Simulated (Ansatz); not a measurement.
Si$_{2}$W:
```
CELL_PARAMETERS angstrom
     -1.60561     1.60561     3.90242
      1.60561    -1.60561     3.90242
      1.60561     1.60561    -3.90242
ATOMIC_POSITIONS crystal
  W  0.00000 0.00000 0.00000
  Si 0.33481 0.33481 0.00000
  Si 0.66519 0.66519 0.00000
```

Relaxed with r²SCAN. Special points in fractions of this cell's reciprocal vectors: Γ (0.000, 0.000, 0.000); X (0.000, 0.000, 0.500); P (0.250, 0.250, 0.250); N (0.000, 0.500, 0.000); M (0.500, 0.500, -0.500); S (0.292, 0.708, -0.292); S0 (-0.292, 0.292, 0.292); R (-0.085, 0.085, 0.500); G (0.500, 0.500, -0.085).

### Question
List the band energies nearest the Fermi level at these points for r²SCAN (plane waves, PAW; program Ansatz).

### Answer
In eV from the Fermi level; about four levels below and three above (degenerate sets whole), none deeper than 8.9 eV; points with the same levels are listed once.

| k | below | above |
|---|---|---|
| Γ | -3.85 -3.44 -3.08 -3.08 | 0.57 3.02 3.12 |
| X | -5.70 -5.35 -3.49 -2.02 | 3.04 3.26 3.40 |
| P | -6.99 -3.25 -2.67 -2.67 | 0.27 3.26 3.95 |
| N | -5.24 -3.04 -2.90 -0.53 | 2.91 2.97 4.17 |
| M | -0.98 -0.98 -0.56 -0.56 | 0.76 4.90 5.56 |
| S | -3.21 -2.93 -2.65 -0.41 | 1.93 2.71 3.65 |
| R | -5.48 -4.27 -3.34 -2.56 | 2.17 2.34 3.30 |

Space group I4/mmm (MoSi2 or CaC2 type). Symmetry was held in the r²SCAN relaxation. The run is not spin-polarised. Spin–orbit coupling is left out wherever it is not named.

Potentials: the later of the program's two PAW sets.
